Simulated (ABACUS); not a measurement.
Input and output of a self-consistent single point for TiGe2 (Fddd, 6 atoms in the cell; from Materials Project mp-567889, changed as shown) (ABACUS).

Level of theory: LDA (PW92), PseudoDojo 0.4 standard norm-conserving LDA (tails mended) pseudopotentials (plane waves; ABACUS).

The change in words: volume scaled by 1.04. Reference geometry (Fddd):
```yaml
crystal:
  lattice:
    - [0.00000, 4.30898, 4.37960]
    - [2.51225, 0.00000, 4.37960]
    - [2.51225, 4.30898, 0.00000]
  atoms:
    - { symbol: Ti, position: [0.75000, 0.75000, 0.75000] }
    - { symbol: Ti, position: [0.50000, 0.50000, 0.50000] }
    - { symbol: Ge, position: [0.08263, 0.41737, 0.08263] }
    - { symbol: Ge, position: [0.41737, 0.08263, 0.41737] }
    - { symbol: Ge, position: [0.16737, 0.83263, 0.16737] }
    - { symbol: Ge, position: [0.83263, 0.16737, 0.83263] }
```

Reference input (self-consistent single point, DFT, LDA (PW92), plane waves, PseudoDojo 0.4 standard norm-conserving LDA (tails mended) pseudopotentials): KPT = Gamma 4 4 4 0 0 0; basis_type = pw; dft_functional = PWLDA; ecutwfc = 84 Ry; smearing_method = mv; smearing_sigma = 0.00734986 Ry; potentials = PseudoDojo 0.4 standard norm-conserving LDA (tails mended); symmetry = 1; symmetry_prec = 1e-05; ks_solver = dav_subspace; scf_nmax = 100; scf_thr = 1.0e-09 Ry. This run's input differs from it in these lines:

```diff
@@ -25,8 +25,8 @@
 LATTICE_CONSTANT
-11.610409
+11.76319
 
 LATTICE_VECTORS
-   0.0000000000    0.7013363203    0.7128305285
-   0.4088972625    0.0000000000    0.7128305285
-   0.4088972625    0.7013363203    0.0000000000
+   0.0000000000    0.7013363531    0.7128305154
+   0.4088973240    0.0000000000    0.7128305154
+   0.4088973240    0.7013363531    0.0000000000
 
@@ -38,4 +38,4 @@
 2
-   3.7683750000    6.4634775000    6.5694075000 1 1 1
-   2.5122500000    4.3089850000    4.3796050000 1 1 1
+   3.8179635000    6.5485305000    6.6558540000 1 1 1
+   2.5453090000    4.3656870000    4.4372360000 1 1 1
 
@@ -44,6 +44,6 @@
 4
-   1.2561250000    0.7121028611    2.1898025000 1 1 1
-   1.2561250000    3.5968821389    2.1898025000 1 1 1
-   2.5122500000    1.4423896389    4.3796050000 1 1 1
-   2.5122500000    7.1755803611    4.3796050000 1 1 1
+   1.2726545000    0.7214734336    2.2186180000 1 1 1
+   1.2726545000    3.6442135664    2.2186180000 1 1 1
+   2.5453090000    1.4613700664    4.4372360000 1 1 1
+   2.5453090000    7.2700039336    4.4372360000 1 1 1
 # file: KPT
```

Output (repeated stretches shortened):

```
 SELF-CONSISTENT
 -------------------------------------------
                                 init_chg = atomic

 PW ALGORITHM --------------- ION=   1  ELEC=   1--------------------------------

 Notice: Threshold on eigenvalues was too large.

 Density error is 0.0884545524251
                          Error Threshold = 0.000109353520391
 E_KohnSham     -951.4847493901      -12945.6141518070
 E_Fermi        1.0326800845         14.0503333598

 PW ALGORITHM --------------- ION=   1  ELEC=   2--------------------------------

 Density error is 0.0186161202411
                          Error Threshold = 0.000110568190531
   [... lines left out ...]

 Density error is 5.62279435178e-09
                          Error Threshold = 6.17480984121e-10
 E_KohnSham     -951.4840849673      -12945.6051118716
 E_Fermi        1.0255430287         13.9532287344

 PW ALGORITHM --------------- ION=   1  ELEC=   9--------------------------------

 Density error is 8.59896843579e-10
                          Error Threshold = 7.02849293972e-12
 E_KohnSham     -951.4840849687      -12945.6051118900
 E_KS(sigma->0) -951.4842367018      -12945.6071763253
 E_entropy(-TS) 0.0003034663         0.0041288706
 E_Fermi        1.0255414340         13.9532070374
 charge density convergence is achieved
 final etot is -12945.605112 eV
 EFERMI = 13.953207037 eV

 STATE ENERGY(eV) AND OCCUPATIONS    NSPIN == 1
   [... 47 lines left out ...]

 TOTAL-FORCE (eV/Angstrom)
                       Ti1         0.0000000000         0.0000000000         0.0000000000
                       Ti2         0.0000000000         0.0000000000         0.0000000000
                       Ge1         0.0000000000        -0.1391579953         0.0000000000
                       Ge2         0.0000000000         0.1391579953         0.0000000000
                       Ge3         0.0000000000         0.1391579953         0.0000000000
                       Ge4         0.0000000000        -0.1391579953         0.0000000000

 TOTAL-STRESS (KBAR)
       -95.8637226493         0.0000000000        -0.0000000000
        -0.0000000000       -81.4597014576         0.0000000000
         0.0000000000        -0.0000000000      -114.2232166660
 TOTAL-PRESSURE: -97.182214 KBAR

 --------------------------------------------
 !FINAL_ETOT_IS -12945.6051118899522407 eV
 --------------------------------------------
```

The run converged in 9 iterations. Against the reference run the free energy goes up by 30.9 meV/atom, the pressure goes from -5.81 to -9.72 GPa and the largest force moves little (0.137 to 0.139 eV/Å).

The structure comes from a collection of computed structures, made at another level of theory; the collection holds predicted forms beside known ones. No clean gap shows at this smearing width and mesh (spacing up to 0.40 Å⁻¹); the mesh is coarse for partly filled bands, so the values carry mesh errors.

Cost on one core: very roughly 5 core-minutes.

“Tails mended”: in these copies of the files the far tail of each local potential was reset to the Coulomb form.
